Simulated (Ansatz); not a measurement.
BaTiO3:
```cif
data_BaO3Ti
_chemical_formula_sum 'Ba1 Ti1 O3'
_space_group_name_H-M_alt 'P4mm'
_space_group_IT_number 99
_space_group_name_Hall 'P 4 -2'
_cell_length_a 3.98471
_cell_length_b 3.98471
_cell_length_c 4.20562
_cell_angle_alpha 90.000
_cell_angle_beta 90.000
_cell_angle_gamma 90.000
loop_
_atom_site_label
_atom_site_type_symbol
_atom_site_symmetry_multiplicity
_atom_site_Wyckoff_symbol
_atom_site_fract_x
_atom_site_fract_y
_atom_site_fract_z
_atom_site_occupancy
Ba1 Ba 1 b 0.50000 0.50000 0.59156 1
Ti1 Ti 1 a 0.00000 0.00000 0.10878 1
O1 O 2 c 0.00000 0.50000 0.06010 1
O2 O 1 a 0.00000 0.00000 0.53945 1
```

Relaxed with PBE.

Q: Which orbitals make up the states near the band edges in PBE (plane waves, PAW; program Ansatz)?

A: Top 1 eV of the valence band: O 2p 94 %. Bottom 1 eV of the conduction band: Ti 3d 85 %, O 2p 12 %. Projections are on Löwdin-orthogonalised atomic valence shells; empty p or d shells of many metals are not among them.

Q: Tabulate the density of states.

A: States/eV per cell of 5 atoms, in 0.25 eV bins, energy from the valence-band maximum.

```tsv
E (eV)	total	O 2p	Ti 3d	O 2s
-7.89	0.00	0.00	0.00	0.00
-7.64	0.00	0.00	0.00	0.00
-7.39	0.00	0.00	0.00	0.00
-7.14	0.00	0.00	0.00	0.00
-6.89	0.00	0.00	0.00	0.00
-6.64	0.00	0.00	0.00	0.00
-6.39	0.00	0.00	0.00	0.00
-6.14	0.00	0.00	0.00	0.00
-5.89	0.00	0.00	0.00	0.00
-5.64	0.00	0.00	0.00	0.00
-5.39	0.00	0.00	0.00	0.00
-5.14	0.00	0.00	0.00	0.00
-4.89	0.00	0.00	0.00	0.00
-4.64	0.00	0.00	0.00	0.00
-4.39	0.40	0.32	0.02	0.00
-4.14	2.85	2.14	0.37	0.02
-3.89	3.27	2.37	0.59	0.01
-3.64	4.29	2.98	1.06	0.02
-3.39	4.57	3.27	1.00	0.03
-3.14	4.04	3.04	0.72	0.03
-2.89	7.40	5.87	1.04	0.04
-2.64	8.56	6.61	1.27	0.02
-2.39	4.87	3.85	0.70	0.01
-2.14	3.42	2.82	0.41	0.02
-1.89	2.25	1.91	0.21	0.02
-1.64	2.18	1.91	0.12	0.02
-1.39	4.46	4.04	0.18	0.02
-1.14	7.15	6.57	0.22	0.03
-0.89	5.95	5.52	0.17	0.02
-0.64	4.47	4.25	0.07	0.01
-0.39	1.13	1.10	0.01	0.00
-0.14	0.74	0.73	0.00	0.00
0.11	0.00	0.00	0.00	0.00
0.36	0.00	0.00	0.00	0.00
0.61	0.00	0.00	0.00	0.00
0.86	0.00	0.00	0.00	0.00
1.11	0.00	0.00	0.00	0.00
1.36	0.00	0.00	0.00	0.00
1.61	0.00	0.00	0.00	0.00
1.86	0.05	0.00	0.04	0.00
2.11	0.40	0.02	0.37	0.00
2.36	0.63	0.07	0.55	0.00
2.61	2.43	0.31	2.03	0.02
2.86	2.81	0.41	2.28	0.02
3.11	3.57	0.60	2.82	0.02
3.36	6.23	1.17	4.79	0.03
3.61	5.54	1.10	4.13	0.02
3.86	2.22	0.47	1.61	0.00
4.11	0.28	0.04	0.22	0.02
4.36	1.41	0.15	1.06	0.12
4.61	1.79	0.24	1.31	0.15
4.86	1.73	0.24	1.20	0.14
5.11	1.42	0.23	0.90	0.10
5.36	1.43	0.24	0.80	0.08
5.61	1.76	0.31	0.90	0.09
5.86	2.02	0.36	0.93	0.08
6.11	2.24	0.40	0.90	0.07
6.36	2.07	0.36	0.72	0.04
6.61	2.68	0.45	0.81	0.04
```

Symmetry was held in the PBE relaxation. The run is not spin-polarised. Scalar-relativistic: spin–orbit coupling is off unless named, which matters more the heavier the elements.

Potentials: the earlier of the program's two PAW sets.
